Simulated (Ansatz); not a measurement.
# Point defect: Mg interstitial in Si

Level of theory: Ansatz, DFT r2SCAN, scalar-relativistic, plane waves, PAW. (500 eV cutoff, 2×2×2 k-mesh, shifted by half a step, Gaussian smearing of 0.01 eV, collinear spin in charge +1 alone)

Host crystal, relaxed:

```
Si
1.0
     0.00000    2.72185    2.72185
     2.72185    0.00000    2.72185
     2.72185    2.72185    0.00000
Si
2
Direct
  0.75000 0.75000 0.75000
  0.50000 0.50000 0.50000
```

Supercell of 32 atoms, rows in host cell vectors: 1 -3 1; 1 1 -3; 1 1 1. Atoms relax at the host's cell from a start displaced at random by 0.06 Å near the defect, so other minima may exist. The cell is small, so energies carry finite-size errors of tenths of an eV. The host's Kohn–Sham gap is 0.77 eV.

With moments and this functional the run may sit in a state above the lowest one.

Defect: Mg interstitial at (0.000, 0.000, 0.000) of the host cell, charge 0.

**Question.** Give the relaxed supercell.

**Answer.**
```
CELL_PARAMETERS angstrom
-5.44370 5.44370 -5.44370
-5.44370 -5.44370 5.44370
5.44370 5.44370 5.44370
ATOMIC_POSITIONS crystal
Si 0.99975 0.99987 0.73393
Si 0.74785 0.24871 0.74720
Si 0.73458 0.99989 0.99900
Si 0.49908 0.49925 0.75024
Si 0.50038 0.25176 0.99906
Si 0.50039 0.99990 0.25090
Si 0.24851 0.74805 0.74719
Si 0.25152 0.50055 0.99901
Si 0.26480 0.26498 0.26413
Si 0.25153 0.99992 0.49966
Si 0.99974 0.73483 0.99905
Si 0.99974 0.50057 0.25090
Si 0.99971 0.25177 0.49972
Si 0.74785 0.74806 0.24785
Si 0.75087 0.49925 0.49835
Si 0.49905 0.75111 0.49840
Si 0.99969 0.99993 0.48651
Si 0.74971 0.24994 0.49906
Si 0.74671 0.99992 0.74599
Si 0.51219 0.51243 0.51154
Si 0.49969 0.24988 0.74903
Si 0.48721 0.99991 0.99904
Si 0.24972 0.74996 0.49906
Si 0.24975 0.49992 0.74905
Si 0.25276 0.25296 0.99905
Si 0.25277 0.99990 0.25205
Si 0.99969 0.74684 0.74601
Si 0.99969 0.48737 0.99904
Si 0.99970 0.25294 0.25209
Si 0.74668 0.74689 0.99906
Si 0.74974 0.49992 0.24905
Si 0.49968 0.74988 0.24903
Mg 0.99970 0.99995 0.99904
```
Around the defect: 4 Si at 2.50 Å, 6 Si at 2.75 Å. The run ended with a moment of 0.00 μB (no spin polarisation).

Cost: 4 runs of about 48 core-minutes in all, on AMD EPYC (Zen 3) (shared hosts).